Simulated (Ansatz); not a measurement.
# Computed properties of Ca₂Bi

Ca₂Bi:
```
CELL_PARAMETERS angstrom
     -2.42063     2.42063     8.47229
      2.42063    -2.42063     8.47229
      2.42063     2.42063    -8.47229
ATOMIC_POSITIONS crystal
  Ca 0.67394 0.67394 0.00000
  Ca 0.32606 0.32606 0.00000
  Ca 0.00000 0.50000 0.50000
  Ca 0.50000 0.00000 0.50000
  Bi 0.13633 0.13633 0.00000
  Bi 0.86367 0.86367 0.00000
```

Space group I4/mmm (No. 139); conventional cell a = b = 4.8413 Å, c = 16.9446 Å, α = β = γ = 90.00°.

Method: r²SCAN (plane waves, PAW; program Ansatz). Geometry: relaxed at this level of theory. Other levels are named where they apply.

### Cell and energy

```json
{
 "volume_per_atom": "33.10 Å³",
 "density": "4.84 g/cm³",
 "Formation energy from the elements (no fitted shifts)": "-90 kJ/mol-atom"
}
```

### Electronic structure

```json
{
 "band_gap": "0.15 eV (indirect)",
 "valence_band_maximum": "on the G–M line, 27 % of the way from G",
 "conduction_band_minimum": "at P (2 equivalent valleys)",
 "smallest_direct_gap_on_the_standard_path": "0.30 eV"
}
```

The workflow started from a Materials Project entry (that database holds measured and hypothetical structures alike); the Crystallography Open Database files this formula in space group No. 139, but the cells were not matched. Its standing as an ambient phase is unchecked. The cell was relaxed with r²SCAN under the symmetry of its start; its stability against distortions is not shown here. The references are the lowest solids computed at this level, not always the standard phases. Scalar-relativistic: spin–orbit coupling is off unless named, which matters more the heavier the elements.

Potentials: the later of the program's two PAW sets.
